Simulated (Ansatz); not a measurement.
Relax this structure to zero stress and force, keeping its symmetry:

```cif
data_structure
_symmetry_space_group_name_H-M 'P 1'
_symmetry_Int_Tables_number 1
_cell_length_a 3.8515
_cell_length_b 3.8515
_cell_length_c 3.8515
_cell_angle_alpha 60.000
_cell_angle_beta 60.000
_cell_angle_gamma 60.000
_cell_volume 40.40
loop_
_atom_site_label
_atom_site_type_symbol
_atom_site_fract_x
_atom_site_fract_y
_atom_site_fract_z
_atom_site_occupancy
Si1 Si 0.25000 0.25000 0.25000 1
Si2 Si 0.75000 0.75000 0.75000 1
Ni1 Ni 0.00000 0.00000 0.00000 1
```

Computed with DFT LDA, scalar-relativistic, plane waves, PAW (Ansatz 0.2.0).

Cutoff 420 eV; k points 14×14×14 on the computed 3-atom cell (Γ-centred); Gaussian smearing, width 0.10 eV; no spin polarisation.

**Question.** What does it relax to?

**Answer.** The volume goes down by 0.69 Å³/atom to 12.77 Å³/atom, and the energy falls by 17.8 meV/atom. Final structure:
```
Si Ni
1.0
     0.00000    2.67599    2.67599
     2.67599    0.00000    2.67599
     2.67599    2.67599    0.00000
Si Ni
2 1
Direct
  0.25000 0.25000 0.25000
  0.75000 0.75000 0.75000
  0.00000 0.00000 0.00000
```

Cost: 1 run of about 0.18 core-minutes, on Intel Xeon 6975P-C (Granite Rapids) (shared hosts).